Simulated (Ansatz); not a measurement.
An Ansatz (an electronic-structure program) run. Input:

Ansatz 0.2 input:
```yaml
crystal:
  lattice:
    - [3.6547954702, 0.0, 0.0]
    - [0.0, 3.6547954702, 0.0]
    - [0.0, 0.0, 3.6547954702]
  atoms:
    - { symbol: Pd, position: [0.0, 0.0, 0.0] }
    - { symbol: Cu, position: [0.0, 0.5, 0.5] }
    - { symbol: Cu, position: [0.5, 0.0, 0.5] }
    - { symbol: Cu, position: [0.5, 0.5, 0.0] }
kpoints:
  mp_grid: { grid: [8, 8, 8] }
  band_path:
    path:
      - [[0.0, 0.0, 0.0], [0.0, 0.5, 0.0], [0.5, 0.5, 0.0], [0.0, 0.0, 0.0], [0.5, 0.5, 0.5], [0.0, 0.5, 0.0]]  # Γ-X-M-Γ-R-X
      - [[0.5, 0.5, 0.5], [0.5, 0.5, 0.0]]  # R-M
    npoints: 12
basis: { xc_grid: 2 }
hamiltonian:
  xc: pbesol
  pseudopotentials: { kind: paw }
magnetization: { noncollinear: true, spin_orbit: true }
scf:
  n_extra_bands: 13
  convergence: { dr2_threshold: 0.0000000001 }
  occupations: { method: gaussian, width: 0.05 }
output: { eigenvalues: true }
```

Output (shortened):

```
Pseudopotential: Pd, paw_fr, valence charge 18
Pseudopotential: Cu, paw_fr, valence charge 19
Functional definition: PBEsol
non-collinear run that drives no moment, with spin-orbit …
Crystal: 4 atoms, lattice volume = 48.819 Å³
Basis set: ecut = 420 eV, 949 PW (Γ), exchange–correlation on 50×50×50 points (8 copies of the dense FFT grid, shifted against one another)
Bands: 88, of which v1, the nominal top of the filled ones, is band 75 counted from 1 (74 counted from 0)
Symmetry: 48 space group operations + 48 with time reversal
k-points: 35 of 512
Projection manifold: j_resolved (fully-relativistic pseudo-atomic orbitals)
SCF iter   1: F=—  HF=-26683.227957 eV  |F-HF|=—  |Δ(HF+E_count)|=         —  Δρ=2.56e-1  dr2=4.31e1  dr2_m=0.00e0 (ungated)  ethr=3.10e-3  |M|=0.00e0 ∫|m|=0.00e0 μB  |m|>n=0.0e0 m-floor=0.0e0 τ_xc=0.0e0  β_m=0.30  ⟨swp⟩=6.8  Hψ=7220  notcnv=0  defer=10
preconditioner: auto → Kerker (q_TF=auto, 2.931 Å⁻¹)
spin=Noncollinear: Kerker preconditioning applied to the charge; magnetization (m_x, m_y, m_z) channels mix plain (no charge-response kernel on spin).
SCF iter   2: F=—  HF=-26677.475785 eV  |F-HF|=—  |Δ(HF+E_count)|=    5.75e0  Δρ=1.08e-1  dr2=5.46e0  dr2_m=0.00e0 (ungated)  ethr=3.10e-3  |M|=0.00e0 ∫|m|=0.00e0 μB  |m|>n=0.0e0 m-floor=0.0e0 τ_xc=0.0e0  β_m=0.38  ⟨swp⟩=2.9  Hψ=3151  notcnv=0  defer=238
SCF iter   3: F=—  HF=-26676.640623 eV  |F-HF|=—  |Δ(HF+E_count)|=   8.35e-1  Δρ=3.13e-2  dr2=4.27e-1  dr2_m=0.00e0 (ungated)  ethr=3.10e-3  |M|=0.00e0 ∫|m|=0.00e0 μB  |m|>n=0.0e0 m-floor=0.0e0 τ_xc=0.0e0  β_m=0.45  ⟨swp⟩=2.1  Hψ=2555  notcnv=0  defer=242
SCF iter   4: F=—  HF=-26676.540014 eV  |F-HF|=—  |Δ(HF+E_count)|=   1.01e-1  Δρ=4.06e-2  dr2=5.50e-1  dr2_m=0.00e0 (ungated)  ethr=5.69e-4  |M|=0.00e0 ∫|m|=0.00e0 μB  |m|>n=0.0e0 m-floor=0.0e0 τ_xc=0.0e0  β_m=0.43  ⟨swp⟩=2.1  Hψ=2322  notcnv=0  defer=242
SCF iter   5: F=—  HF=-26676.433485 eV  |F-HF|=—  |Δ(HF+E_count)|=   1.07e-1  Δρ=9.55e-3  dr2=1.54e-2  dr2_m=0.00e0 (ungated)  ethr=5.69e-4  |M|=0.00e0 ∫|m|=0.00e0 μB  |m|>n=0.0e0 m-floor=0.0e0 τ_xc=0.0e0  β_m=0.72  ⟨swp⟩=2.0  Hψ=2269  notcnv=0  defer=242
SCF iter   6: F=—  HF=-26676.454773 eV  |F-HF|=—  |Δ(HF+E_count)|=   2.13e-2  Δρ=4.09e-3  dr2=1.06e-2  dr2_m=0.00e0 (ungated)  ethr=2.06e-5  |M|=0.00e0 ∫|m|=0.00e0 μB  |m|>n=0.0e0 m-floor=0.0e0 τ_xc=0.0e0  β_m=0.81  ⟨swp⟩=2.0  Hψ=2986  notcnv=0  defer=242
SCF iter   7: F=—  HF=-26676.453463 eV  |F-HF|=—  |Δ(HF+E_count)|=   1.31e-3  Δρ=1.95e-3  dr2=4.17e-3  dr2_m=0.00e0 (ungated)  ethr=1.42e-5  |M|=0.00e0 ∫|m|=0.00e0 μB  |m|>n=0.0e0 m-floor=0.0e0 τ_xc=0.0e0  β_m=0.85  ⟨swp⟩=1.0  Hψ=1419  notcnv=0  defer=242
SCF iter   8: F=—  HF=-26676.452902 eV  |F-HF|=—  |Δ(HF+E_count)|=   5.60e-4  Δρ=4.23e-4  dr2=2.03e-4  dr2_m=0.00e0 (ungated)  ethr=5.55e-6  |M|=0.00e0 ∫|m|=0.00e0 μB  |m|>n=0.0e0 m-floor=0.0e0 τ_xc=0.0e0  β_m=0.93  ⟨swp⟩=1.9  Hψ=1688  notcnv=0  defer=242
SCF iter  13: F=-26676.452862 eV  HF=-26676.452862 eV  |F-HF|=1.49e-10  |Δ(HF+E_count)|=  1.86e-10  Δρ=5.19e-7  dr2=9.14e-11  dr2_m=0.00e0 (ungated)  ethr=1.00e-12  |M|=0.00e0 ∫|m|=0.00e0 μB  |m|>n=0.0e0 m-floor=0.0e0 τ_xc=0.0e0  ⟨swp⟩=7.1  Hψ=6071  notcnv=0
SCF 1 converged in 13 iterations: F = -26676.452862 eV  dr2 = 9.14e-11
NSCF: frozen V_eff on 74 k-points
SCF converged after 13 iterations
Magnetization: |M| = 0.0000 μB,  M = (+0.0000, +0.0000, +0.0000) μB
Absolute magnetization: 0.0000 μB (∫|m|)
  site 0: m = (+0.0000, +0.0000, +0.0000) μB, |m| = 0.0000 μB  (R = 1.07 Å)
  site 1: m = (+0.0000, +0.0000, +0.0000) μB, |m| = 0.0000 μB  (R = 1.07 Å)
  site 2: m = (+0.0000, +0.0000, +0.0000) μB, |m| = 0.0000 μB  (R = 1.07 Å)
  site 3: m = (+0.0000, +0.0000, +0.0000) μB, |m| = 0.0000 μB  (R = 1.07 Å)
Free energy (F): -26676.452862 eV
Harris-Foulkes:  -26676.452862 eV  (|F-HF|=1.49e-10)
Internal energy: -26676.449526 eV  (E = F + TS)
E sigma→0 (E₀):  -26676.451194 eV
Entropy (-TS):   -0.003336 eV (-0.834 meV/atom)
Fermi energy:    17.953596 eV
--- Per-component energies (eV) ---
  E_band       = -1161.734656
  E_kinetic    = 1416.580014
  E_local      = -13826.228652  (includes V_loc(G=0)·N_el)
  E_nonlocal   = 1393.356486
  E_hartree    = 6046.819137
  E_xc         = -435.784339
  E_vxc        = -558.712838  (∫ρ·V_xc dr)
  E_paw        = -8567.507043  (= ΣΔE_a)
  E_vpaw       = -1680.370098  (= ΣTr[D̂ρ^β])
  E_aug_tail   = 0.000881  (compensation charges beyond the density's cutoff)
  E_ewald      = -12704.612744
  E_core_change = 0.926736  (= ΣΔE_core)
  E_smearing   = -0.003336  (= −TS)
  E_closure    = 0.000000  (closes the sum)
  Σ components = -26676.452862   (vs F -26676.452862, Δ=0.00e0)
  [band-id]    e_kinetic+e_local+e_nonlocal+2·e_hartree+e_vxc+e_vpaw+e_augmentation_tail = -1161.735934   (vs E_band -1161.734656, Δ=-1.28e-3)
--- Band table (eV; the first three rows and the last of 35) ---
  k-point 0: bands = ["-93.9264", "-93.9264", "-93.9144", "-93.9144", "-93.9144", "-93.9144", "-66.2033", "-66.2033", "-53.2213", "-53.2213", "-53.2213", "-53.2213", "-53.1837", "-53.1837", "-50.6577", "-50.6577", "-50.6244", "-50.6244", "-50.6244", …
  k-point 1: bands = ["-93.9260", "-93.9260", "-93.9149", "-93.9149", "-93.9145", "-93.9145", "-66.2032", "-66.2032", "-53.2213", "-53.2213", "-53.2201", "-53.2201", "-53.1850", "-53.1850", "-50.6560", "-50.6560", "-50.6244", "-50.6244", "-50.6233", …
  k-point 2: bands = ["-93.9248", "-93.9248", "-93.9160", "-93.9160", "-93.9145", "-93.9145", "-66.2032", "-66.2032", "-53.2213", "-53.2213", "-53.2165", "-53.2165", "-53.1885", "-53.1885", "-50.6516", "-50.6516", "-50.6243", "-50.6243", "-50.6202", …
  k-point 34: bands = ["-93.9184", "-93.9184", "-93.9184", "-93.9184", "-93.9184", "-93.9184", "-66.2025", "-66.2025", "-53.2100", "-53.2100", "-53.2091", "-53.2091", "-53.2091", "-53.2091", "-50.6515", "-50.6515", "-50.6254", "-50.6254", "-50.6162", …
```

Cost: roughly 90 core-seconds on shared cores.

Space group Pm-3m (Cu3Au type). The workflow started from an entry of the Crystallography Open Database (COD), which files this formula under 3 space groups. Whether it is the stable phase at ambient conditions was not checked. The cell was relaxed with PBEsol under the symmetry of its start; of distortions, only those at the zone centre were tested. The run is not spin-polarised.

Potentials: the later of the program's two PAW sets.

Ansatz is a plane-wave DFT program.
